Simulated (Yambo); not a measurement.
Consider the following.

```
CsCl
1.0
    4.06547     0.00000     0.00000
    0.00000     4.06547     0.00000
    0.00000     0.00000     4.06547
Cl Cs
1 1
Cartesian
  2.03273   2.03273   2.03273
  0.00000   0.00000   0.00000
```

Workflow: PBEsol (Quantum ESPRESSO, PseudoDojo norm-conserving, 58 Ry, without SOC), then G0W0 in Yambo (4×4×4 Γ-centred k mesh, 124 bands and a 8 Ry block in the screening, 124 bands in G with the Bruneval-Gonze terminator, plasmon pole fitted at 27.2 eV).

Give the PBEsol and G0W0 gaps between the band edges found on this mesh, and say where the edges lie.

Edges: Γ → Γ. PBEsol: 5.23 eV; G0W0: 7.90 eV. Nearest settings tried, and what they do to the gap: 76 bands in G: +1 meV; 3 Ry block (57 vectors against 179): -229 meV; 2×2×2 mesh: -177 meV. Not varied: bands in W. So the settings aren't converged at that level. 

Geometry relaxed with PBEsol.
